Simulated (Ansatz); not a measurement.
Notes on Zr₂CdSb₃

```yaml
crystal:
  lattice:
    - [4.02942, 0.00000, 0.00000]
    - [0.00000, 4.02942, 0.00000]
    - [0.00000, 0.00000, 8.89358]
  atoms:
    - { symbol: Cd, position: [0.00000, 0.00000, 0.00000] }
    - { symbol: Zr, position: [0.00000, 0.50000, 0.73650] }
    - { symbol: Zr, position: [0.50000, 0.00000, 0.26350] }
    - { symbol: Sb, position: [0.50000, 0.50000, 0.00000] }
    - { symbol: Sb, position: [0.00000, 0.50000, 0.38350] }
    - { symbol: Sb, position: [0.50000, 0.00000, 0.61650] }
```

Method: r2SCAN, no spin polarisation; PAW, plane waves to 500 eV, 8×8×4 Γ-centred mesh, fermi-dirac occupations (width 0.1 eV) (Ansatz 0.2.0), atoms fixed.

**Question.** Is there a gap?

**Answer.** It is a metal, with about 3.3 states/eV a cell as the mean within 0.25 eV of the Fermi level, mostly Zr d (65 %) and Sb p (19 %).

**Question.** What is the formation energy?

**Answer.** -0.53 eV an atom against the elements' usual phases (free molecules for gases, crystals otherwise, with no correction for O₂ or N₂), so it is bound against them; other compounds may still compete. Relaxing would lower it.

**Question.** What do density and ELF say about some of the short contacts?

**Answer.** Cd–Sb at 2.85 Å: least valence density 0.29 e/Å³ and ELF 0.32 there. Zr–Sb at 3.04 Å: least valence density 0.24 e/Å³ and ELF 0.40 there. Cd–Zr at 3.09 Å: least valence density 0.17 e/Å³ and ELF 0.20 there. Both are smooth PAW fields, read partly inside the augmentation spheres.

**Question.** Which element gives electrons and which takes them?

**Answer.** Bader charges in e: Zr +1.44, Cd -0.19, Sb -0.96 to -0.78. In the mean Zr gives up most and Sb takes most.

**Question.** Where is the largest force?

**Answer.** The largest is on Zr2 (and as large on other atoms): 0.76 eV/Å, components (0.00, 0.00, -0.76). It makes 69° with the line to a nearest neighbour, Sb6 at 3.04 Å.

Origin: a known structure type with other elements, at an estimated volume, so it need not be a known compound.
